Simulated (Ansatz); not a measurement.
All cells below were computed with r2SCAN (plane-wave PAW, Ansatz 0.2.0, no spin polarisation, atoms fixed as given).

**Question.** Rank them by the largest positive Bader charge, smallest first.
A.
SrTiO3 (500 eV, 4×7×7 mesh on the cell that ran, as a rule the primitive one, fermi-dirac 0.1 eV)
Space group Pm-3m (No. 221). a = 3.875 Å, b = 3.875 Å, c = 3.875 Å, α = 90.00°, β = 90.00°, γ = 90.00°
| atom | site | symmetry | x | y | z |
| --- | --- | --- | --- | --- | --- |
| Sr | 1b | m-3m | 0.5000 | 0.5000 | 0.5000 |
| Ti | 1a | m-3m | 0.0000 | 0.0000 | 0.0000 |
| O | 3d | 4/mm.m | 0.5000 | 0.0000 | 0.0000 |
B.
SnPt (500 eV, 9×9×6 mesh on the cell that ran, as a rule the primitive one, fermi-dirac 0.1 eV)
Space group P6_3/mmc (No. 194). a = 4.173 Å, b = 4.173 Å, c = 5.536 Å, α = 90.00°, β = 90.00°, γ = 120.00°
| atom | site | symmetry | x | y | z |
| --- | --- | --- | --- | --- | --- |
| Pt | 2a | -3m. | 0.0000 | 0.0000 | 0.5000 |
| Sn | 2d | -6m2 | 0.3333 | 0.6667 | 0.7500 |
C.
Ba2MgP2 (500 eV, 5×5×5 mesh on the cell that ran, as a rule the primitive one, methfessel-paxton 0.0501 eV)
```cif
data_structure
_symmetry_space_group_name_H-M 'Ibam'
_symmetry_Int_Tables_number 72
_cell_length_a 6.8491
_cell_length_b 13.2887
_cell_length_c 6.4730
_cell_angle_alpha 90.000
_cell_angle_beta 90.000
_cell_angle_gamma 90.000
_cell_volume 589.15
loop_
_atom_site_label
_atom_site_type_symbol
_atom_site_symmetry_multiplicity
_atom_site_Wyckoff_symbol
_atom_site_fract_x
_atom_site_fract_y
_atom_site_fract_z
_atom_site_occupancy
Ba1 Ba 8 j 0.19118 0.35970 0.50000 1
Mg1 Mg 4 a 0.00000 0.00000 0.75000 1
P1 P 8 j 0.20008 0.10649 0.50000 1
```

**Answer.** B (+0.90 e), C (+1.58 e), A (+2.34 e).

Origins: Ba2MgP2, a known structure type with other elements, at an estimated volume; SnPt, a database entry at a rescaled volume; SrTiO3, a database entry at a rescaled volume.
